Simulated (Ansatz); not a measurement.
**Structure relaxation, WC**

The start is a generated trial cell of WC in the CoSn structure type. A full variable-cell relaxation at zero pressure is run with PBE (plane waves to 420 eV, PAW, scalar-relativistic; Ansatz, a program for electronic structure). First-step values are on the input's coarse k-mesh.

Ansatz input (later rounds restart from its end on a renewed k-mesh):
Ansatz 0.2 input:
```yaml
crystal:
  lattice:
    - [5.6480822, 0, 0]
    - [-2.8240411, 4.8913827, 0]
    - [0, 0, 4.557518]
  atoms:
    - { symbol: W, position: [0.5, 0, 0] }
    - { symbol: W, position: [0.5, 0.5, 0] }
    - { symbol: W, position: [0, 0.5, 0] }
    - { symbol: C, position: [0, 0, 0] }
    - { symbol: C, position: [0.33333333, 0.66666667, 0.5] }
    - { symbol: C, position: [0.66666667, 0.33333333, 0.5] }
basis: { ecutwfc: 420, ecutrho_ratio: 4, xc_grid: 2, fft_grid_basis: typed }
kpoints: { mp_grid: { grid: [5, 5, 5] } }
hamiltonian:
  xc: pbe
  dispersion: none
  pseudopotentials: { kind: paw }
scf: { occupations: { method: fermi_dirac, width: 0.05 } }
relax: { f_tol: 0.01, max_steps: 100, cell: { stress_tol: 0.02 } }
output: { forces: true, stress: true }
```

By how much does the energy per atom fall from start to end?

2.02 eV/atom.

How do the shortest distances between atoms change?

The closest pairs of elements (up to four, under 3.6 Å), start → end: C–W 2.80 → 2.17 Å; W–W 2.82 → 2.65 Å; C–C 3.26 → 3.06 Å.

Is the relaxed structure metallic? Give its gap.

Zero (metallic).

What does it relax into? Give the structure.


Space group P6/mmm (No. 191); a = b = 5.2922 Å, c = 3.0936 Å, α = β = 90.00°, γ = 120.00°

```json
[
 {"atom": "W", "site": "3f", "symmetry": "mmm", "x": "0.0000", "y": "0.5000", "z": "0.0000"},
 {"atom": "C", "site": "1a", "symmetry": "6/mmm", "x": "0.0000", "y": "0.0000", "z": "0.0000"},
 {"atom": "C", "site": "2d", "symmetry": "-6m2", "x": "0.3333", "y": "0.6667", "z": "0.5000"}
]
```

The space group stays P6/mmm (No. 191) (the run could not lower it), with 6 atoms in the primitive cell. Final values are on a 10×10×15 k-mesh of the relaxed cell. No spin polarisation in the result.

The run could not lower the symmetry of its start; a shaken copy of this end point relaxes with PBE to P-6m2 (No. 187), 1.29 eV/atom lower.

The relaxed structure here is a generated cell of WC: the first start was made by placing the elements on the sites of a structure type, and the end was not matched to a known phase here, so it may be hypothetical. Known forms of WC include space group No. 187.
